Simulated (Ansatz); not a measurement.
# Computed energy against volume: TaS2 (CdI2 type)

TaS2 (CdI2 type)

```yaml
crystal:
  lattice:
    - [3.32937, 0.00000, 0.00000]
    - [-1.66469, 2.88332, 0.00000]
    - [0.00000, 0.00000, 5.78619]
  atoms:
    - { symbol: Ta, position: [0.00000, 0.00000, 0.00000] }
    - { symbol: S, position: [0.33333, 0.66667, 0.26690] }
    - { symbol: S, position: [0.66667, 0.33333, 0.73310] }
```

The volume is varied about the relaxed value V₀ at fixed cell shape. The atoms relax within the cell's symmetry.

All values below come from PBE-D3(BJ) (plane waves to 420 eV, PAW, scalar-relativistic; Ansatz, a first-principles code). k mesh 16×16×8 (Γ-centred), Fermi-Dirac smearing 0.05 eV. E stands for the smeared free energy. Stress and pressure are positive under compression. With the shape held, the modulus is that of even scaling; a crystal free to change shape is softer. Spin-orbit coupling is left out, though Ta is heavy. TaS2 is run without spin polarisation. TaS2 was relaxed with its symmetry unable to fall. The PAW data are Ansatz's earlier set. The zero of ΔE is the relaxed starting cell.

```tsv
V (Å³/atom)	ΔE (kJ/mol of atoms)	P (GPa)
16.664	4.1	8.1
16.972	2.7	6.4
17.281	1.7	4.8
17.589	0.9	3.4
17.898	0.4	2.2
18.206	0.1	1.0
18.515	0.0	0.0
18.824	0.1	-0.9
19.132	0.3	-1.8
19.441	0.7	-2.6
19.750	1.3	-3.3
20.058	2.0	-3.9
20.367	2.8	-4.6
```

Read from the data:

```yaml
pressure_at_the_smallest_volume: 8.1 GPa
energy_cost_of_the_largest_compression: 42 meV/atom
energy_cost_of_the_largest_expansion: 29 meV/atom
Bulk modulus at fixed cell shape B₀ (third-order Birch-Murnaghan fit): 59.5 GPa
Pressure derivative B₀′ (fit): 4.8
equilibrium_volume_of_the_fit: 18.51 Å³/atom
Pressure for 5 % compression (fit): 3.4 GPa
```

(Under strain, the slope of the energy per volume gives the stress and its curvature an elastic modulus.)
